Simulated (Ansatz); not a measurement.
Coordination and Ba-135 quadrupole coupling in Ba₂SnSe₄

Cell: a Materials Project structure (computed, not necessarily an observed phase), taken as it stands.

```cif
data_Ba2SnSe4
_symmetry_space_group_name_H-M 'P2_1/c'
_symmetry_Int_Tables_number 14
_cell_length_a 8.6473
_cell_length_b 9.4076
_cell_length_c 12.5785
_cell_angle_alpha 90.000
_cell_angle_beta 114.132
_cell_angle_gamma 90.000
loop_
_atom_site_label
_atom_site_type_symbol
_atom_site_symmetry_multiplicity
_atom_site_Wyckoff_symbol
_atom_site_fract_x
_atom_site_fract_y
_atom_site_fract_z
Ba1 Ba 4 e 0.9059 0.8847 0.1565
Ba5 Ba 4 e 0.5344 0.8481 0.3404
Sn Sn 4 e 0.1952 0.8135 0.5065
Se13 Se 4 e 0.2394 0.8819 0.7118
Se17 Se 4 e 0.2370 0.0201 0.3906
Se21 Se 4 e 0.9110 0.6911 0.3940
Se25 Se 4 e 0.4225 0.6302 0.5416
```

One atom of each set is listed.

Computed with Ansatz: DFT, PBE, plane waves and PAW, scalar-relativistic, 420 eV cutoff, Γ-centred 4×3×3 k-points, Fermi–Dirac smearing 0.02 eV.

Q(Ba-135) = 153.0 mb.

(1) Order the Ba environments from the weakest to the strongest quadrupole coupling.
A. Ba1: 9 Se at 3.29–3.83 Å
B. Ba5: 7 Se at 3.23–3.68 Å

Results:

(1) A (20.6 MHz, η = 0.67), B (29.0 MHz, η = 0.69).

Like point charges on the first shell alone (each adding as 1/d³) would give the same order.

The largest force is 0.3 eV/Å, so the atoms aren't at the calculated equilibrium and relaxing them would move these values. Without spin–orbit coupling (the program notes it for Ba) the gradients are little affected as a rule: paired runs on crystals with a gap mostly move them by under 2 % at such atoms.
